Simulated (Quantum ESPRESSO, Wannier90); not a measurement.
## SiO2 (P3₂21): Wannier90 run

```yaml
crystal:
  lattice:
    - [4.91656, 0.00000, 0.00000]
    - [-2.45828, 4.25787, 0.00000]
    - [0.00000, 0.00000, 5.43163]
  atoms:
    - { symbol: Si, position: [0.00000, 0.46880, 0.33333] }
    - { symbol: Si, position: [0.53120, 0.53120, 0.00000] }
    - { symbol: Si, position: [0.46880, 0.00000, 0.66667] }
    - { symbol: O, position: [0.14454, 0.73144, 0.54782] }
    - { symbol: O, position: [0.26856, 0.41310, 0.21449] }
    - { symbol: O, position: [0.58690, 0.85546, 0.88115] }
    - { symbol: O, position: [0.73144, 0.14454, 0.45218] }
    - { symbol: O, position: [0.41310, 0.26856, 0.78551] }
    - { symbol: O, position: [0.85546, 0.58690, 0.11885] }
```

Materials Project entry mp-6930; symmetrised, unrelaxed at this level. COD (Crystallography Open Database) has the formula in 34 space groups, this one among them (matched by group alone). Level: PBEsol, no spin polarisation, no spin-orbit coupling; pw.x of Quantum ESPRESSO at 68 Ry with PseudoDojo potentials, 4×4×4 k-points, Wannier90. Density: 12×12×6 mesh, cold smearing 0.01 Ry.

Functional, cutoff and mesh named above are those of the base row (PBEsol); the first column says what each row takes instead. Model: 36 functions from bands 1-53, start hydrogen-like Si: s;p; O: s;p, disentangled but not localised (num_iter = 0), frozen window tied to the conduction edge or Fermi level of each row, as listed, which moves Ω_I and hoppings a little by itself. Energies are relative to the valence-band maximum; the misfit is to pw.x on a path, for states up to 6.9 eV relative to the valence-band maximum. The functional changes, each with its own PseudoDojo files and their cutoffs, on the same cell. The disentangled Ω_I can sit in another minimum from row to row.

```
functional  frozen to (eV)  Ω_I (Å²)  rms misfit (meV)  gap (eV)  bottom of band 1 (eV)
----------  --------------  --------  ----------------  --------  ---------------------
LDA                   7.26     20.11               2.0      5.76                 -19.09
PBE                   7.49     19.91               1.8      5.99                 -19.32
PBEsol                7.36     19.97               1.8      5.87                 -19.27
```
